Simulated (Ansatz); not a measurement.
One crystal and one scan (energy against volume) at two levels, PBE (plane waves to 420 eV, PAW, scalar-relativistic; Ansatz, a first-principles code) and r2SCAN (plane waves to 500 eV, PAW, scalar-relativistic; Ansatz), each from its own relaxed cell and on its own mesh. The cell shown is that of PBE.

RuSi (FeSi type, space group P2_13)

```
RuSi
1.0
    4.73591     0.00000     0.00000
    0.00000     4.73591     0.00000
    0.00000     0.00000     4.73591
Ru Si
4 4
Cartesian
  0.61194   0.61194   0.61194
  2.97989   1.75602   4.12397
  4.12397   2.97989   1.75602
  1.75602   4.12397   2.97989
  3.96686   3.96686   3.96686
  1.59891   3.13701   0.76905
  0.76905   1.59891   3.13701
  3.13701   0.76905   1.59891
```

E(V) scan at fixed shape, V₀ the volume above. The atoms relax within the cell's symmetry.

E stands for the smeared free energy. RuSi is run without spin polarisation. RuSi was relaxed with its symmetry unable to fall. Percentages come from the unrounded values. Both scans cover V/V₀ from 0.840 to 1.160.

Results of PBE:

| Quantity | Value |
|---|---|
| Lattice constant a (Å) | 4.736 |
| Pressure at the smallest volume (GPa) | 56.9 |
| Energy cost of the largest compression (meV/atom) | 316 |
| Energy cost of the largest expansion (meV/atom) | 159 |
| Bulk modulus B₀ (third-order Birch-Murnaghan fit) (GPa) | 205.7 |
| Pressure for 5 % compression (fit) (GPa) | 12.1 |

What does r2SCAN give for the same quantities?


| quantity | r2SCAN | PBE − r2SCAN |
|---|---|---|
| Lattice constant a (Å) | 4.705 | +0.031 (+0.7 %) |
| Pressure at the smallest volume (GPa) | 61.4 | -4.5 (-7.3 %) |
| Energy cost of the largest compression (meV/atom) | 334 | -18 (-5.5 %) |
| Energy cost of the largest expansion (meV/atom) | 167 | -8 (-5 %) |
| Bulk modulus B₀ (third-order Birch-Murnaghan fit) (GPa) | 221.0 | -15.3 (-6.9 %) |
| Pressure for 5 % compression (fit) (GPa) | 13.0 | -0.9 (-7 %) |

PBE gives the higher value for: lattice constant a. PBE gives the lower value for: pressure at the smallest volume; energy cost of the largest compression; energy cost of the largest expansion; bulk modulus B₀; pressure for 5 % compression. Neither level is exact: the differences show how much the result hangs on the functional.

(Under strain, the slope of the energy per volume gives the stress and its curvature an elastic modulus.)
